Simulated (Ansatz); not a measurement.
Independent-particle absorption of C (P6_3/mmc, a = 2.522 Å, b = 2.522 Å, c = 16.553 Å, α = 90.00°, β = 90.00°, γ = 120.00°), no local fields or excitons, 0.1 eV broadening. Theory: Ansatz, DFT PBE, scalar-relativistic, plane waves, PAW.

Settings: cutoff 420 eV, Γ-centred mesh 12×12×2 on the computed 16-atom cell, Gaussian smearing of 0.02 eV; no spin polarisation. The spectrum is summed on a 18×18×3 mesh.

```
CELL_PARAMETERS angstrom
2.52171 0.00000 0.00000
-1.26086 2.18387 0.00000
0.00000 0.00000 16.55326
ATOMIC_POSITIONS crystal
C 0.00000 0.00000 0.04671
C 0.00000 0.00000 0.54671
C 0.00000 0.00000 0.45329
C 0.00000 0.00000 0.95329
C 0.33333 0.66667 0.07788
C 0.66667 0.33333 0.57788
C 0.33333 0.66667 0.42212
C 0.66667 0.33333 0.92212
C 0.33333 0.66667 0.17123
C 0.66667 0.33333 0.67123
C 0.33333 0.66667 0.32877
C 0.66667 0.33333 0.82877
C 0.33333 0.66667 0.79741
C 0.66667 0.33333 0.29741
C 0.33333 0.66667 0.70259
C 0.66667 0.33333 0.20259
```

(photon energy (eV), ε2,zz): (0.0, 0.00), (0.4, 0.00), (0.8, 0.00), (1.2, 0.00), (1.6, 0.00), (2.0, 0.00), (2.4, 0.00), (2.8, 0.00), (3.2, 0.00), (3.6, 0.00), (4.0, 0.00), (4.4, 0.00), (4.8, 0.00), (5.2, 0.00), (5.6, 0.55), (6.0, 2.08), (6.4, 2.67), (6.8, 3.11), (7.2, 4.05), (7.6, 4.54), (8.0, 4.21), (8.4, 4.88), (8.8, 5.44), (9.2, 6.37), (9.6, 8.32), (10.0, 9.42), (10.4, 11.89), (10.8, 12.72), (11.2, 20.78), (11.6, 17.33), (12.0, 11.16), (12.4, 10.41), (12.8, 9.13), (13.2, 7.93), (13.6, 6.33), (14.0, 5.13)

The strongest peak lies near 11.2 eV. ε∞ (xx, yy, zz) = 5.9, 5.9, 6.0.

Cost: 1 run of about 11 core-minutes, on Intel Xeon Processor @ 2.50GHz (Skylake/Cascade Lake) (shared hosts).